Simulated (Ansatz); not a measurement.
Computed frozen-phonon scan: PbTe (rock salt)

Starting cell, PbTe (rock salt):

```yaml
crystal:
  lattice:
    - [0.00000, 6.56940, 6.56940]
    - [3.28470, 0.00000, 3.28470]
    - [3.28470, 3.28470, 0.00000]
  atoms:
    - { symbol: Te, position: [0.00000, 0.00000, 0.00000] }
    - { symbol: Te, position: [0.50000, 0.00000, 0.00000] }
    - { symbol: Pb, position: [0.25000, 0.50000, 0.50000] }
    - { symbol: Pb, position: [0.75000, 0.50000, 0.50000] }
```

The atoms are displaced by Q × the pattern below (from a DFPT mode at L = (0.5, 0.0, 0.0), largest move 1; Q in Å), at fixed cell. (q is in reciprocal vectors of the primitive cell; the cell shown is doubled to hold the pattern.)

```tsv
atom	x	y	z
Te1	0.577	-0.577	-0.577
Te2	-0.577	0.577	0.577
```

Atoms not listed stay in place.

Computed with PBE (plane waves to 420 eV, PAW, scalar-relativistic; Ansatz, a program for electronic structure). k mesh 9×9×9 (Γ-centred), Fermi-Dirac smearing 0.05 eV. E stands for the smeared free energy. Compression counts positive. PbTe was relaxed with its symmetry unable to fall. Spin-orbit coupling is left out, though Pb and Te are heavy. The PAW data are Ansatz's earlier set. The zero of ΔE is the undisplaced structure.

| Q (Å) | ΔE (meV/cell) | −dE/dQ from forces (eV/Å) | P (GPa) |
|---|---|---|---|
| -0.180 | 155.6 | 1.727 | 0.38 |
| -0.150 | 108.1 | 1.440 | 0.27 |
| -0.120 | 69.2 | 1.153 | 0.17 |
| -0.090 | 38.9 | 0.865 | 0.10 |
| -0.060 | 17.3 | 0.577 | 0.05 |
| -0.030 | 4.3 | 0.289 | 0.01 |
| 0.000 | 0.0 | 0.000 | 0.00 |
| 0.030 | 4.3 | -0.289 | 0.01 |
| 0.060 | 17.3 | -0.577 | 0.05 |
| 0.090 | 38.9 | -0.865 | 0.10 |
| 0.120 | 69.2 | -1.153 | 0.17 |
| 0.150 | 108.1 | -1.440 | 0.27 |
| 0.180 | 155.6 | -1.727 | 0.38 |

Read from the data:

The energy at Q = 0.180 Å comes out as 155.6 meV/cell. Space group of the distorted cell: R-3m (No. 166), lowered from Fm-3m. Symmetry of the curve: even: the same for both signs. Shape of the curve: a single well with its minimum at or next to zero displacement. Harmonic wavenumber from the curvature (finite differences): 101 cm⁻¹. Wavenumber by perturbation theory (DFPT, on another k mesh): 101 cm⁻¹.

(A displaced cell: forces are minus the slopes of the energy, force constants its curvatures, and phonons follow from these.)
